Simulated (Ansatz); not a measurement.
BP:
```xyz
4
Lattice="3.1908 0.0000 0.0000 -1.5954 2.7633 0.0000 0.0000 0.0000 5.2954" Properties=species:S:1:pos:R:3 pbc="T T T"
B      1.5954     0.9211     2.6500
B      0.0000     1.8422     0.0023
P      1.5954     0.9211     4.6312
P      0.0000     1.8422     1.9835
```

Relaxed with r²SCAN.

Give the Bader charges and basin volumes of the independent atoms, r²SCAN in the plane-wave PAW code Ansatz.



```csv
atom,Bader charge (e),Bader volume (Å³)
B1,+0.67,6.4
P3,-0.67,17.0
```

Space group P6_3mc (wurtzite). The workflow started from a Materials Project entry (that database holds measured and hypothetical structures alike); the Crystallography Open Database copy checked does not list it. It is not the phase usual at ambient conditions (space group No. 216). The cell was relaxed with r²SCAN under the symmetry of its start; whether a distortion lowers the energy is not shown.

Potentials: the earlier of the program's two PAW sets. The files were generated under PBE; for other functionals the program regenerates the frozen cores, and for LDA and PBEsol the local potential too.
